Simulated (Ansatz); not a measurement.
The relaxed structure here is a generated cell of TePb: the first start was made by a random draw of sites in a space group, and the end was not matched to a known phase here, so it may be hypothetical. Known forms of TePb include space group No. 225.

One stationary structure of TePb. Space group P-62m (No. 189). Calculation: PBEsol (plane waves to 420 eV, PAW, scalar-relativistic; Ansatz, a quantum-chemistry and plane-wave program).

Space group P-62m (No. 189); a = b = 8.045 Å, c = 4.930 Å, α = β = 90.00°, γ = 120.00°

```csv
atom,site,symmetry,x,y,z
Pb,3f,m2m,0.0000,0.2676,0.0000
Te,1b,-62m,0.0000,0.0000,0.5000
Te,2c,-6..,0.3333,0.6667,0.0000
```

| Quantity | Value |
|---|---|
| Volume per atom | 46.06 Å³ |
| Density | 6.04 g/cm³ |
| Band gap | no gap on the sampled points, where the bands overlap only slightly; such a result is sensitive to mesh and level |
| Shortest distances | Pb–Te 2.98 Å |
| k-mesh | 7×7×10 |

Band energies at high-symmetry points (eV from the Fermi level; labels of this space group; no spin-orbit coupling), from −5 eV up to 3.2 eV:

```
point                                                                                  energies
-----  ----------------------------------------------------------------------------------------
Γ          -3.96 -3.96 -3.20 -1.96 -1.96 -1.11 -0.77 -0.19 -0.19 -0.10 0.94 0.94 2.39 2.39 2.84
M      -3.13 -3.09 -2.77 -2.77 -2.46 -1.50 -1.36 -1.02 -0.91 0.77 1.11 1.72 1.81 2.14 2.29 3.02
K           -3.07 -2.77 -2.72 -2.72 -2.62 -1.39 -1.39 -1.23 -1.23 1.16 1.16 1.27 1.50 1.50 2.86
A      -3.59 -3.59 -2.94 -2.94 -2.50 -2.37 -1.57 -1.17 -1.17 1.56 1.56 1.82 2.65 2.65 3.06 3.18
L      -4.03 -3.29 -3.01 -2.83 -2.41 -2.12 -1.86 -1.53 -0.12 0.33 0.48 1.77 2.15 2.45 2.58 3.01
H                -4.20 -3.19 -3.19 -2.53 -2.19 -2.19 -1.61 -1.61 -0.12 0.26 0.35 0.35 2.42 2.42
```

No spin polarisation in the result. Without spin-orbit coupling the bands of the heavy element are not split, so the gap can be far off.

The run could not lose the symmetry of its start: the end is stationary, and may be a saddle point rather than a minimum.
